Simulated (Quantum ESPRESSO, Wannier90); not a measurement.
Wannier functions of HfSi (Pnma)

Materials Project entry mp-1042; symmetrised, unrelaxed at this level. COD (Crystallography Open Database) has an entry of this formula and space group (matched by these alone). Level: PBEsol, no spin polarisation, no spin-orbit coupling; pw.x of Quantum ESPRESSO at 47 Ry with PseudoDojo potentials, 4×4×4 k-points, Wannier90. Density: 6×8×6 mesh, cold smearing 0.01 Ry. Spin-orbit coupling is left out although heavy elements are present.

On the energy scale of pw.x, whose zero is arbitrary, the Fermi level lies at 14.14 eV.

Input w.win:

```
num_bands = 12
num_wann = 12
exclude_bands = 1-4,17-91
num_iter = 1000
conv_tol = 1.0e-6
conv_window = 4
write_hr = true
write_u_matrices = true
auto_projections = true
begin unit_cell_cart
ang
    6.8624000000    0.0000000000    0.0000000000
    0.0000000000    3.7682300000    0.0000000000
    0.0000000000    0.0000000000    5.2234500000
end unit_cell_cart
begin atoms_frac
Hf  -0.3248600000  0.2500000000  0.3743900000
Hf   0.3248600000 -0.2500000000 -0.3743900000
Hf  -0.1751400000 -0.2500000000 -0.1256100000
Hf   0.1751400000  0.2500000000  0.1256100000
Si  -0.4568800000  0.2500000000 -0.1391300000
Si   0.4568800000 -0.2500000000  0.1391300000
Si  -0.0431200000 -0.2500000000  0.3608700000
Si   0.0431200000  0.2500000000 -0.3608700000
end atoms_frac
mp_grid = 4 4 4
begin kpoints
0.0000000000 0.0000000000 0.0000000000
0.0000000000 0.0000000000 0.2500000000
0.0000000000 0.0000000000 0.5000000000
... (61 more lines: the 4x4x4 mesh through Gamma)
end kpoints
```

Input of pw2wannier90.x that gives the overlap and projection files (equivalent; here they were cut from one run over all bands):

```
&inputpp
  outdir = './out'
  prefix = 'pwscf'
  seedname = 'w'
  write_amn = .true.
  write_mmn = .true.
  atom_proj = .true.
  atom_proj_exclude = 1 5 6 7 8 9 10 11 15 16 17 18 19 20 21 25 26 27 28 29 30 31 35 36 37 38 39 40 41 42 43 44 45 46 47 48 49 50 51 52 53 54 55 56
/
```

Output w.wout (banner and timings cut):

```
                                    ------
                                    SYSTEM
                                    ------

                              Lattice Vectors (Ang)
                    a_1     6.862400   0.000000   0.000000
                    a_2     0.000000   3.768230   0.000000
                    a_3     0.000000   0.000000   5.223450

                   Unit Cell Volume:     135.07372  (Ang^3)

                        Reciprocal-Space Vectors (Ang^-1)
                    b_1     0.915596   0.000000   0.000000
                    b_2     0.000000   1.667410   0.000000
                    b_3     0.000000   0.000000   1.202880

 *----------------------------------------------------------------------------*
 |   Site       Fractional Coordinate          Cartesian Coordinate (Ang)     |
 +----------------------------------------------------------------------------+
 | hf   1  -0.32486   0.25000   0.37439   |   -2.22932   0.94206   1.95561    |
 | hf   2   0.32486  -0.25000  -0.37439   |    2.22932  -0.94206  -1.95561    |
 | hf   3  -0.17514  -0.25000  -0.12561   |   -1.20188  -0.94206  -0.65612    |
 | hf   4   0.17514   0.25000   0.12561   |    1.20188   0.94206   0.65612    |
 | si   1  -0.45688   0.25000  -0.13913   |   -3.13529   0.94206  -0.72674    |
 | si   2   0.45688  -0.25000   0.13913   |    3.13529  -0.94206   0.72674    |
 | si   3  -0.04312  -0.25000   0.36087   |   -0.29591  -0.94206   1.88499    |
 | si   4   0.04312   0.25000  -0.36087   |    0.29591   0.94206  -1.88499    |
 *----------------------------------------------------------------------------*
                                ------------
                                K-POINT GRID
                                ------------

             Grid size =  4 x  4 x  4      Total points =   64

 *---------------------------------- MAIN ------------------------------------*
 |  Number of Wannier Functions               :                12             |
 |  Number of Objective Wannier Functions     :                12             |
 |  Number of input Bloch states              :                12             |
 |  Output verbosity (1=low, 5=high)          :                 1             |
 |  Timing Level (1=low, 5=high)              :                 1             |
 |  Optimisation (0=memory, 3=speed)          :                 3             |
 |  Length Unit                               :               Ang             |
 |  Post-processing setup (write *.nnkp)      :                 F             |
 |  Using Gamma-only branch of algorithms     :                 F             |
 *----------------------------------------------------------------------------*
 *------------------------------- WANNIERISE ---------------------------------*
 |  Total number of iterations                :              1000             |
 |  Number of CG steps before reset           :                 5             |
 |  Trial step length for line search         :             2.000             |
 |  Convergence tolerence                     :         0.100E-05             |
 |  Convergence window                        :                 4             |
 |  Iterations between writing output         :                 1             |
 |  Iterations between backing up to disk     :               100             |
 |  Write r^2_nm to file                      :                 F             |
 |  Write xyz WF centres to file              :                 F             |
 |  Write on-site energies <0n|H|0n> to file  :                 F             |
 |  Use guiding centre to control phases      :                 F             |
 |  Use phases for initial projections        :                 F             |
 *----------------------------------------------------------------------------*
 *-------------------------------- PLOTTING ----------------------------------*
 |  Plotting Hamiltonian in WF basis          :                 T             |
 *----------------------------------------------------------------------------*

       ... (k-mesh section left out)

 Starting a new Wannier90 calculation ...

 Reading overlaps from w.mmn

 Reading projections from w.amn

 *------------------------------- WANNIERISE ---------------------------------*
 +--------------------------------------------------------------------+<-- CONV
 | Iter  Delta Spread     RMS Gradient      Spread (Ang^2)            |<-- CONV
 +--------------------------------------------------------------------+<-- CONV

 ------------------------------------------------------------------------------
 Initial State
  WF centre and spread    1  ( -2.231584,  0.942058,  1.955803 )     0.58621362
  WF centre and spread    2  ( -2.225948,  0.942058,  1.955344 )     0.58856500
  WF centre and spread    3  ( -2.228341,  0.942058,  1.953278 )     0.58152061
  WF centre and spread    4  (  2.231584, -0.942057, -1.955803 )     0.58621362
  WF centre and spread    5  (  2.225948, -0.942057, -1.955344 )     0.58856500
  WF centre and spread    6  (  2.228341, -0.942058, -1.953278 )     0.58152061
  WF centre and spread    7  ( -1.199616, -0.942057, -0.655922 )     0.58621362
  WF centre and spread    8  ( -1.205252, -0.942058, -0.656381 )     0.58856500
  WF centre and spread    9  ( -1.202859, -0.942057, -0.658447 )     0.58152061
  WF centre and spread   10  (  1.199616,  0.942057,  0.655922 )     0.58621362
  WF centre and spread   11  (  1.205252,  0.942058,  0.656381 )     0.58856500
  WF centre and spread   12  (  1.202859,  0.942058,  0.658447 )     0.58152061
  Sum of centres and spreads (  0.000000,  0.000000, -0.000000 )     7.02519693

      0     0.703E+01     0.0000000000        7.0251969254  <-- CONV
        O_D=      0.0000003 O_OD=      0.0002863 O_TOT=      7.0251969 <-- SPRD
 ------------------------------------------------------------------------------
      1    -0.197E-06     0.0003776949        7.0251967288  <-- CONV
        O_D=      0.0000003 O_OD=      0.0002861 O_TOT=      7.0251967 <-- SPRD
      2    -0.625E-08     0.0001119850        7.0251967226  <-- CONV
        O_D=      0.0000003 O_OD=      0.0002860 O_TOT=      7.0251967 <-- SPRD
      3    -0.440E-09     0.0000434008        7.0251967221  <-- CONV
        O_D=      0.0000003 O_OD=      0.0002860 O_TOT=      7.0251967 <-- SPRD
      4    -0.248E-09     0.0000262363        7.0251967219  <-- CONV
        O_D=      0.0000003 O_OD=      0.0002860 O_TOT=      7.0251967 <-- SPRD
             <<<     Delta < 1.000E-06  over  4 iterations     >>>
             <<< Wannierisation convergence criteria satisfied >>>
 Final State
  WF centre and spread    1  ( -2.231584,  0.942058,  1.955803 )     0.58621381
  WF centre and spread    2  ( -2.225948,  0.942058,  1.955344 )     0.58856551
  WF centre and spread    3  ( -2.228341,  0.942058,  1.953278 )     0.58151985
  WF centre and spread    4  (  2.231584, -0.942057, -1.955803 )     0.58621381
  WF centre and spread    5  (  2.225948, -0.942057, -1.955344 )     0.58856551
  WF centre and spread    6  (  2.228341, -0.942058, -1.953278 )     0.58151985
  WF centre and spread    7  ( -1.199616, -0.942057, -0.655922 )     0.58621382
  WF centre and spread    8  ( -1.205252, -0.942058, -0.656381 )     0.58856551
  WF centre and spread    9  ( -1.202859, -0.942057, -0.658447 )     0.58151985
  WF centre and spread   10  (  1.199616,  0.942057,  0.655922 )     0.58621382
  WF centre and spread   11  (  1.205252,  0.942058,  0.656381 )     0.58856551
  WF centre and spread   12  (  1.202859,  0.942058,  0.658447 )     0.58151985
  Sum of centres and spreads (  0.000000,  0.000000, -0.000000 )     7.02519672

         Spreads (Ang^2)       Omega I      =     7.024910362
        ================       Omega D      =     0.000000313
                               Omega OD     =     0.000286047
    Final Spread (Ang^2)       Omega Total  =     7.025196722
```
